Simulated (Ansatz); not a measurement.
NaTl, DFT, PBEsol, all-electron LAPW, scalar-relativistic (Ansatz 0.2.0), run on 1 thread of Intel(R) Xeon(R) 6975P-C (Granite Rapids) on a shared host.

The cell is a measured one (Crystallography Open Database entry 1541020); the temperature and pressure of the measurement aren't taken into account, and nothing was relaxed. The listed cell was then made from it by scaling, straining or moving an atom.

Command: `ansatz run input.yaml --threads 1 --pin off --max-ram 4096MiB --backend cpu --events-out ev --progress --plain --runs-dir out`

```yaml
crystal:
  lattice:
    - [-0.074706, 3.697947, 3.697947]
    - [3.697947, -0.074706, 3.697947]
    - [3.697947, 3.697947, -0.074706]
  atoms:
    - { symbol: Na, position: [0.5, 0.5, 0.5] }
    - { symbol: Na, position: [0.75, 0.75, 0.75] }
    - { symbol: Tl, position: [0.0, 0.0, 0.0] }
    - { symbol: Tl, position: [0.25, 0.25, 0.25] }
kpoints:
  mp_grid: { grid: [10, 10, 10] }
  band_path:
    path:
      - [0.0, 0.0, 0.0]
      - [0.5, 0.5, 0.5]
      - [0.2551801333, 0.5, 0.7448198667]
      - [-0.2551801333, 0.2551801333, 0.5]
      - [0.0, 0.0, 0.5]
      - [0.0, 0.0, 0.0]
      - [-0.3775900666, 0.0, 0.3775900666]
      - [0.0, 0.3775900666, 0.6224099334]
      - [0.0, 0.5, 0.5]
    npoints: 5
scf:
  occupations: { method: fermi_dirac, width: 0.05 }
hamiltonian:
  xc: pbesol
  pseudopotentials: { kind: all_electron, lapw: { basis_error: 0.001 } }
output:
  forces: true
  stress: true
  eigenvalues: true
```

Question: How large is the problem that the program sets up?

Answer: 116 irreducible k-points, 669 plane waves at Γ, 53 bands.

Question: About how long does it take, and how much memory does it use?

Answer: 61 s of wall time for 10 SCF iterations, with a peak of 0.94 GiB. Times on shared machines scatter by tens of per cent.
